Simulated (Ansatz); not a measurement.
Ca6Sb2PN (Fm-3m), relaxed with PBE (Ansatz, an electronic-structure program, plane waves, PAW): a = b = c = 10.224 Å, α = β = γ = 90.00°.

- gap (eV) = 0.63
- ΔH_f (eV/atom) = -1.06
- B₀ by P(V) fit (GPa) = 47.2

**Question.** The same phase is relaxed and computed with r²SCAN in the same code. What are the cell and these values now?

**Answer.** a = 10.1910 Å, b = 10.1910 Å, c = 10.1910 Å, α = 90.00°, β = 90.00°, γ = 90.00°.

* **gap (eV)**: 0.97
* **ΔH_f (eV/atom)**: -1.24
* **B₀ by P(V) fit (GPa)**: 50.9

Typed or built starts, not in the databases checked: Ca6Sb2PN, Fm-3m (Ca on 24e, Sb on 8c, P on 4a, N on 4b). All cells were relaxed under the symmetry of their starts (and spin orders); stability against distortions was not tested throughout. Spin–orbit coupling is left out wherever it is not named.

Potentials: the later of the program's two PAW sets.

Ansatz is a plane-wave DFT program.

Formation energies count from the lowest solids of the elements computed at the same level, not from gases.
